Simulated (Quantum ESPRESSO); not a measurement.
# Planted mistakes on one cell of GaAl7N8

The results below are calculated, not measured. They come from pw.x of Quantum ESPRESSO 7.5, a plane-wave density functional program, with PseudoDojo standard norm-conserving files (v0.5 for PBE, v0.4.1 for LDA and PBEsol). The cells are made up: elements, strain and atom displacements were drawn at random, and nothing was relaxed. There is no spin polarisation, spin-orbit coupling or dispersion term.

The cell has 16 sites of a zincblende or diamond lattice (two cubes along c). Sites 1 to 8 hold Ga Al Al Al Al Al Al Al; sites 9 to 16 hold N N N N N N N N. Cell vectors in Å: (4.390, -0.018, -0.033); (-0.018, 4.347, 0.033); (-0.067, 0.066, 8.572). Settings: PBE, cutoff 1143 eV, 5 x 5 x 3 k mesh shifted by half a step, Fermi-Dirac smearing of 0.025 eV.

The intended run has a self-consistency threshold of 1e-07 eV, a smearing term of 0.000 eV, a pressure of 12.47 GPa and 14 iterations. Each further run changes one thing: all lengths scaled by 0.9947; atoms of sites 1 and 4 exchanged; cutoff 694 eV; files of PBEsol; k mesh 1 x 1 x 1; one electron removed; smearing 0.55 eV; threshold 0.1 eV. A coarse mesh keeps the shift, and a charged cell sits in a uniform background.

```
run  change of free energy (eV)  smearing term -TS (eV)  change of P (GPa)  largest change of a force component (eV/Å)  iterations
  A                       9.499                   0.000              -3.86                                       0.107          12
  B                      -0.083                  -0.456               0.17                                       0.063          13
  C                       0.012                   0.000               1.94                                       0.062           7
  D                      -7.700                  -0.014             -11.25                                       0.330          15
  E                       7.255                   0.000             -45.43                                       0.058          13
  F                       2.271                   0.000               0.37                                       0.204          14
  G                       0.187                   0.000               0.35                                       1.589          14
  H                       0.232                   0.000               3.89                                       0.122          12
```

A rerun of the intended cell at 1437 eV and k mesh 7 x 7 x 5 moved values by no more than 0.006 eV in the cell's energy, 0.03 GPa in stress and 0.002 eV/Å in force.

Question: which change belongs to which run?

## Worked reading

Run C has the fewest iterations, as a run stopped early does. Run B has the largest smearing term, as wide smearing gives. Run E has a higher energy and the largest fall in pressure, as too small a basis gives. Run H changes the volume by a factor of 0.9842; minus its pressure change over the logarithm of that factor, 244 GPa, is a rough bulk modulus with clamped atoms. Energies from files of another functional, or of a charged cell, have another zero and say nothing on stability; the pressure of a charged cell rests on the program's zero of potential too.

## Key

| run | change |
| --- | --- |
| A | files of PBEsol |
| B | smearing 0.55 eV |
| C | threshold 0.1 eV |
| D | one electron removed |
| E | cutoff 694 eV |
| F | k mesh 1 x 1 x 1 |
| G | atoms of sites 1 and 4 exchanged |
| H | all lengths scaled by 0.9947 |